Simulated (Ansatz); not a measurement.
Data:

Nb$_{4}$AlC$_{3}$:
```cif
data_C6Al2Nb8
_chemical_formula_sum 'Al2 Nb8 C6'
_space_group_name_H-M_alt 'P 1'
_space_group_IT_number 1
_cell_length_a 3.14219
_cell_length_b 3.14219
_cell_length_c 24.27742
_cell_angle_alpha 90.000
_cell_angle_beta 90.000
_cell_angle_gamma 120.000
loop_
_space_group_symop_operation_xyz
  'x, y, z'
loop_
_atom_site_label
_atom_site_type_symbol
_atom_site_fract_x
_atom_site_fract_y
_atom_site_fract_z
_atom_site_occupancy
Al1 Al 0.33333 0.66667 0.25000 1
Al2 Al 0.66667 0.33333 0.75000 1
Nb1 Nb 0.00000 0.00000 0.84301 1
Nb2 Nb 0.00000 0.00000 0.15699 1
Nb3 Nb 0.00000 0.00000 0.34301 1
Nb4 Nb 0.00000 0.00000 0.65699 1
Nb5 Nb 0.66667 0.33333 0.94484 1
Nb6 Nb 0.33333 0.66667 0.05516 1
Nb7 Nb 0.33333 0.66667 0.44484 1
Nb8 Nb 0.66667 0.33333 0.55516 1
C1 C 0.33333 0.66667 0.89168 1
C2 C 0.66667 0.33333 0.10832 1
C3 C 0.66667 0.33333 0.39168 1
C4 C 0.33333 0.66667 0.60832 1
C5 C 0.00000 0.00000 0.50000 1
C6 C 0.00000 0.00000 0.00000 1
```

This is the r²SCAN-relaxed structure.

Q: All from DFT-r²SCAN in the program Ansatz with PAW potentials, unless another level is named. Estimate the electronic character.

A: metallic (no gap).

Q: Predict the density of states at the Fermi level.

A: 0.27 states/eV per atom (mean over ±0.08 eV).

Q: And the gap with spin–orbit coupling?

A: none (metallic).

Space group P6_3/mmc. The workflow started from a Materials Project entry (that database holds measured and hypothetical structures alike); the Crystallography Open Database copy checked does not list it. Its standing as an ambient phase is unchecked. The r²SCAN relaxation kept the symmetry of its start; its stability against distortions is not shown here. The run is not spin-polarised. Scalar-relativistic: spin–orbit coupling is off unless named, which matters more the heavier the elements.

Potentials: the later of the program's two PAW sets.
